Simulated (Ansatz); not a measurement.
W:
```xyz
1
Lattice="-1.5812 1.5812 1.5812 1.5812 -1.5812 1.5812 1.5812 1.5812 -1.5812" Properties=species:S:1:pos:R:3 pbc="T T T"
W      0.0000     0.0000     0.0000
```

Relaxed with r²SCAN+D4. Special points in fractions of this cell's reciprocal vectors: Γ (0.000, 0.000, 0.000); H (0.500, -0.500, 0.500); N (0.000, 0.000, 0.500); P (0.250, 0.250, 0.250).

Task: List the band energies nearest the Fermi level at these points for the program Ansatz at the r²SCAN+D4 level (PAW).

Result: In eV from the Fermi level; about four levels below and three above (degenerate sets whole), none deeper than 8.9 eV; … stands for higher levels left out; points with the same levels are listed once.

| k | below | above |
|---|---|---|
| Γ | -1.29 -1.29 -1.29 | 2.56 2.56 … |
| H | -6.03 -6.03 | 5.35 5.35 5.35 |
| N | -6.56 -3.76 | 0.56 2.41 3.46 |
| P | -3.18 -3.18 -3.18 | 3.64 3.64 7.27 |

Space group Im-3m (bcc (W type)). The r²SCAN+D4 relaxation kept the symmetry of its start. No spin polarisation was allowed. The pairwise dispersion correction was not fitted to metals. Scalar-relativistic: spin–orbit coupling is off unless named, which matters more the heavier the elements.

Potentials: the later of the program's two PAW sets.
